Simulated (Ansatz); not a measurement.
Method: PBEsol, scalar-relativistic; collinear spin; PAW, 420 eV, Γ-centred 10×10×10 mesh, 0.05 eV Gaussian smearing; code Ansatz. The datasets are Ansatz's generated set soft_2.

A crystal of composition XN, relaxed at this level of theory, gives this pattern between 10° and 80°.

Cu Kα1 powder pattern (kinematic, no thermal factors).
2θ (°) (relative intensity): 29.31 (100), 33.97 (42), 48.81 (43), 57.96 (44), 60.80 (11), 71.51 (7), 79.10 (18)

Which lattice and cell does the pattern come from?

Cubic, space group F-43m (No. 216), a = 5.273 Å, b = 5.273 Å, c = 5.273 Å, α = 90.00°, β = 90.00°, γ = 90.00°. The line positions fix the lattice at most, not the space group, and lines under 1 % of the strongest aren't listed; this is the group of the computed cell.

The calculation on XN, where X is one element, gave:

| Property | Result |
| --- | --- |
| Band gap | 1.11 eV |
| Smallest direct gap | 1.79 eV (over both spins) |
| Magnetic state | ferromagnetic (the only order tried) |
| Site spin moments | X 6.78; N -0.06 μB |
| Spin moment of the cell | 7.00 μB |
| f electrons (orthogonalised atomic orbitals) | X 7.11 |
| Formation energy from the elements (0 K, uncorrected) | -1.46 eV/atom |
| Bulk modulus (Birch–Murnaghan) | 113 GPa |
| Pressure derivative B0′ | 3.8 |
| Shear modulus (Hill) | 28 GPa |
| Young's modulus | 78 GPa |
| Poisson's ratio | 0.38 |
| Elastically stable | yes |

Sites: X on 4a, N on 4d.

Which element is X?
A. Eu
B. Gd
C. Sm
D. Tb

B. X is Gd, so the compound is GdN.

This is a trial structure; measured cells of the compound in the Crystallography Open Database are in space group Fm-3m (rock salt).

Semilocal functionals without a U place occupied f levels too high and empty ones too low, so gaps that touch them come out too small. These numbers lack spin–orbit coupling. The run wasn't fully tested for a lower electronic state. Site moments are of spin, integrated over atomic spheres. Only parallel moments were tried, so the real magnetic order may be another.
